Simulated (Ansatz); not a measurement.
ZrO₂ (tetragonal-ZrO2 type, space group P4_2/nmc)

```yaml
crystal:
  lattice:
    - [3.60110, 0.00000, 0.00000]
    - [0.00000, 3.60110, 0.00000]
    - [0.00000, 0.00000, 5.23008]
  atoms:
    - { symbol: Zr, position: [0.00000, 0.00000, 0.00000] }
    - { symbol: Zr, position: [0.50000, 0.50000, 0.50000] }
    - { symbol: O, position: [0.00000, 0.50000, 0.19637] }
    - { symbol: O, position: [0.00000, 0.50000, 0.69637] }
    - { symbol: O, position: [0.50000, 0.00000, 0.30363] }
    - { symbol: O, position: [0.50000, 0.00000, 0.80363] }
```

Equation-of-state scan: isotropic scaling of the cell above, V₀ being its volume. The atoms relax within the cell's symmetry.

Computed with r2SCAN (plane waves to 500 eV, PAW, scalar-relativistic; Ansatz, an electronic-structure program). k mesh 9×9×7 (Γ-centred), Fermi-Dirac smearing 0.05 eV. The energy includes the smearing's −TS. Compression counts positive. With the shape held, the modulus is that of even scaling; a crystal free to change shape is softer. The PAW data are Ansatz's earlier set. This is a high-temperature form of ZrO2. ZrO2 is run without spin polarisation. ZrO2 was relaxed with its symmetry unable to fall. The zero of ΔE is the relaxed starting cell.

```csv
V (Å³/atom),ΔE (meV/atom)
9.495,244.9
9.857,146.1
10.219,76.8
10.580,31.9
10.942,7.5
11.304,0.0
11.666,6.6
12.027,25.0
12.389,53.1
12.751,89.3
13.113,withheld
```

Task: Fit a third-order Birch-Murnaghan form (E₀, V₀, B₀, B₀′ free) to the given rows and predict ΔE at V = 13.113.

Result: Least squares on the 10 given rows: ΔE = E₀ + (9V₀B₀/16)·y²·[2 + (B₀′ − 4)y], y = (V₀/V)^(2/3) − 1, with V₀ = 11.305 Å³/atom, B₀ = 194.5 GPa (160.2 GPa = 1 eV/Å³; the term in eV is multiplied by 1000), B₀′ = 4.69, E₀ = 0.02 meV/atom; root-mean-square residual 0.07 meV/atom. At 13.113 the fit gives 132.5 meV/atom; the calculation gives 132.1 meV/atom, so the extrapolation is off by 0.4 (+0.3 %). For the pressure the fit gives -20.4 GPa against the computed -20.3 GPa.

(A scan under strain: stresses follow from slopes of the energy per volume, elastic moduli from its curvatures.)
